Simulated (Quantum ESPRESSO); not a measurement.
## Al3SiCN3 (input and log of a self-consistent run)

A calculation, not a measurement. The program is pw.x of Quantum ESPRESSO 7.5 (plane-wave density functional theory). The cell is made up: 8 atoms on a wurtzite lattice, with randomly drawn elements, strain and displacements, not relaxed. PseudoDojo standard norm-conserving files (v0.5 for PBE, v0.4.1 for LDA and PBEsol) set the functional; there is no spin polarisation, spin-orbit coupling or dispersion term, and the masses in the input are unused placeholders.

Input:

```
&control calculation='scf', pseudo_dir='./dojo.nc.sr.pbe.v0_5.standard.upf', outdir='./o', disk_io='medium', tprnfor=.true., tstress=.true. /
&system ibrav=0, nat=8, ntyp=4, nbnd=22, ecutwfc=84.00895049, nosym=.true., tot_charge=0,
 occupations='smearing', smearing='fd', degauss=0.0018374661
/
&electrons conv_thr=7.350e-09, electron_maxstep=60, /
ATOMIC_SPECIES
Al 1.0 Al.upf
C 1.0 C.upf
N 1.0 N.upf
Si 1.0 Si.upf
CELL_PARAMETERS angstrom
3.0384 0.0 0.0
0.0 5.2626 0.0
0.0 0.0 4.9616
ATOMIC_POSITIONS angstrom
Al -0.0455 0.0544 -0.0061
Al 1.4695 2.6082 -0.0633
Si 1.395 0.7532 2.4734
Al -0.0359 3.5102 2.4636
C 0.019 0.0666 2.073
N 1.5822 2.648 1.849
N 1.5932 0.936 4.2483
N 0.0611 3.6197 4.2897
K_POINTS automatic
6 4 4 1 1 1
```

The log is shortened where brackets say so; the opening notice, blank lines, dates and the lines on written files are dropped, and the path of the files is cut. It prints rydbergs, bohrs and kilobars, and counts compression as positive stress. With no partly filled state, the Fermi energy that it prints is only some level between the filled and the empty states on the mesh, and need not lie in the true gap.

```
     Program PWSCF v.7.5
     Parallel version (MPI & OpenMP), running on       1 processor cores
     Number of MPI processes:                 1
     Threads/MPI process:                     1
     [start-up lines left out]
     bravais-lattice index     =            0
     lattice parameter (alat)  =       5.7417  a.u.
     unit-cell volume          =     535.3819 (a.u.)^3
     number of atoms/cell      =            8
     number of atomic types    =            4
     number of electrons       =        32.00
     number of Kohn-Sham states=           22
     kinetic-energy cutoff     =      84.0090  Ry
     charge density cutoff     =     336.0358  Ry
     scf convergence threshold =      7.3E-09
     mixing beta               =       0.7000
     number of iterations used =            8  plain     mixing
     Exchange-correlation= PBE
                           (   1   4   3   4   0   0   0)
     [axes and pseudopotential details left out]
   Cartesian axes
     site n.     atom                  positions (alat units)
         1        Al     tau(   1) = (  -0.0149750   0.0179042  -0.0020076  )
         2        Al     tau(   2) = (   0.4836427   0.8584123  -0.0208333  )
         3        Si     tau(   3) = (   0.4591232   0.2478936   0.8140469  )
         4        Al     tau(   4) = (  -0.0118154   1.1552791   0.8108215  )
         5        C      tau(   5) = (   0.0062533   0.0219194   0.6822670  )
         6        N      tau(   6) = (   0.5207346   0.8715113   0.6085440  )
         7        N      tau(   7) = (   0.5243549   0.3080569   1.3982030  )
         8        N      tau(   8) = (   0.0201093   1.1913178   1.4118286  )
     number of k points=    48  Fermi-Dirac smearing, width (Ry)=  0.0018
                       cart. coord. in units 2pi/alat
        k(    1) = (   0.0833333   0.0721696   0.0765479), wk =   0.0416667
        k(    2) = (   0.0833333   0.0721696   0.2296437), wk =   0.0416667
     [further k points left out]
     Dense  grid:    55665 G-vectors     FFT dimensions: (  36,  60,  60)
     Estimated max dynamical RAM per process >      65.88 MB
     Initial potential from superposition of free atoms
     starting charge      31.9920, renormalised to      32.0000
     Starting wfcs are   32 randomized atomic wfcs
     total cpu time spent up to now is        7.2 secs
     per-process dynamical memory:    52.2 Mb
     Self-consistent Calculation
     iteration #  1     ecut=    84.01 Ry     beta= 0.70
     Davidson diagonalization with overlap
     ethr =  1.00E-02,  avg # of iterations =  3.2
     total cpu time spent up to now is       21.1 secs
     total energy              =     -96.14032466 Ry
     estimated scf accuracy    <       2.46366237 Ry
     iteration #  2     ecut=    84.01 Ry     beta= 0.70
     Davidson diagonalization with overlap
     ethr =  7.70E-03,  avg # of iterations =  2.1
     total cpu time spent up to now is       34.0 secs
     total energy              =     -96.88076734 Ry
     estimated scf accuracy    <       1.38426328 Ry
     iteration #  3     ecut=    84.01 Ry     beta= 0.70
     Davidson diagonalization with overlap
     ethr =  4.33E-03,  avg # of iterations =  2.0
     total cpu time spent up to now is       47.2 secs
     total energy              =     -97.10947253 Ry
     estimated scf accuracy    <       0.04172328 Ry
     iteration #  4     ecut=    84.01 Ry     beta= 0.70
     Davidson diagonalization with overlap
     ethr =  1.30E-04,  avg # of iterations =  9.3
     total cpu time spent up to now is       67.1 secs
     total energy              =     -97.12683332 Ry
     estimated scf accuracy    <       0.00370056 Ry
     iteration #  5     ecut=    84.01 Ry     beta= 0.70
     Davidson diagonalization with overlap
     ethr =  1.16E-05,  avg # of iterations =  7.4
     total cpu time spent up to now is       84.9 secs
     total energy              =     -97.12748357 Ry
     estimated scf accuracy    <       0.00227985 Ry
     iteration #  6     ecut=    84.01 Ry     beta= 0.70
     Davidson diagonalization with overlap
     ethr =  7.12E-06,  avg # of iterations =  1.8
     total cpu time spent up to now is       97.3 secs
     total energy              =     -97.12743917 Ry
     estimated scf accuracy    <       0.00062384 Ry
     iteration #  7     ecut=    84.01 Ry     beta= 0.70
     Davidson diagonalization with overlap
     ethr =  1.95E-06,  avg # of iterations =  4.1
     total cpu time spent up to now is      116.7 secs
     total energy              =     -97.12750910 Ry
     estimated scf accuracy    <       0.00004885 Ry
     iteration #  8     ecut=    84.01 Ry     beta= 0.70
     Davidson diagonalization with overlap
     ethr =  1.53E-07,  avg # of iterations =  2.5
     total cpu time spent up to now is      131.1 secs
     total energy              =     -97.12752940 Ry
     estimated scf accuracy    <       0.00000215 Ry
     iteration #  9     ecut=    84.01 Ry     beta= 0.70
     Davidson diagonalization with overlap
     ethr =  6.73E-09,  avg # of iterations =  3.6
     total cpu time spent up to now is      149.6 secs
     total energy              =     -97.12752940 Ry
     estimated scf accuracy    <       0.00000269 Ry
     iteration # 10     ecut=    84.01 Ry     beta= 0.70
     Davidson diagonalization with overlap
     ethr =  6.73E-09,  avg # of iterations =  2.0
     total cpu time spent up to now is      164.3 secs
     total energy              =     -97.12752958 Ry
     estimated scf accuracy    <       0.00000026 Ry
     iteration # 11     ecut=    84.01 Ry     beta= 0.70
     Davidson diagonalization with overlap
     ethr =  8.12E-10,  avg # of iterations =  2.0
     total cpu time spent up to now is      180.9 secs
     End of self-consistent calculation
          k = 0.0833 0.0722 0.0765 (  6967 PWs)   bands (ev):
    -7.4538  -5.5854  -4.8895  -3.0195   1.5739   2.2770   3.4258   4.5243
     5.2442   6.4442   6.6974   6.9188   7.0263   7.4950   8.2759   8.5136
    13.2997  13.5596  13.9644  15.6296  16.8620  17.7445
     [levels at the other k points left out]
     the Fermi energy is    11.5698 ev
!    total energy              =     -97.12752965 Ry
     estimated scf accuracy    <          5.9E-09 Ry
     smearing contrib. (-TS)   =      -0.00000000 Ry
     internal energy E=F+TS    =     -97.12752965 Ry
     The total energy is F=E-TS. E is the sum of the following terms:
     one-electron contribution =       3.08981791 Ry
     hartree contribution      =      19.81690029 Ry
     xc contribution           =     -33.37137415 Ry
     ewald contribution        =     -86.66287369 Ry
     convergence has been achieved in  11 iterations
     Forces acting on atoms (cartesian axes, Ry/au):
     atom    1 type  1   force =     0.06268039   -0.01515972    0.01786164
     atom    2 type  1   force =     0.04852999    0.08142748    0.02282375
     atom    3 type  4   force =     0.27056542    0.20577480    0.07077470
     atom    4 type  1   force =     0.06838072   -0.03285391    0.00487062
     atom    5 type  2   force =    -0.23682668   -0.05360864   -0.17585576
     atom    6 type  3   force =    -0.08921690   -0.10021534   -0.00889690
     atom    7 type  3   force =    -0.07845827   -0.01338613    0.01053262
     atom    8 type  3   force =    -0.04565468   -0.07197856    0.05788933
     Total force =     0.515123     Total SCF correction =     0.000115
     Computing stress (Cartesian axis) and pressure
          total   stress  (Ry/bohr**3)                   (kbar)     P=      213.37
   0.00194832   0.00031124   0.00052336          286.61       45.78       76.99
   0.00031124   0.00161042   0.00029127           45.78      236.90       42.85
   0.00052336   0.00029127   0.00079271           76.99       42.85      116.61
     init_run     :      6.76s CPU      7.00s WALL (       1 calls)
     electrons    :    164.93s CPU    173.70s WALL (       1 calls)
     forces       :      3.60s CPU      3.68s WALL (       1 calls)
     stress       :     14.48s CPU     14.57s WALL (       1 calls)
     [timing details left out]
     PWSCF        :   3m10.11s CPU   3m19.78s WALL
     JOB DONE.
```

In other units: free energy -1321.487 eV for the cell, pressure 21.34 GPa, largest force component 6.957 eV/Å. A rerun of this cell at 1437 eV and a 8 x 6 x 6 mesh moved values by no more than 0.002 eV in energy, 0.03 GPa in stress and 0.004 eV/Å in force.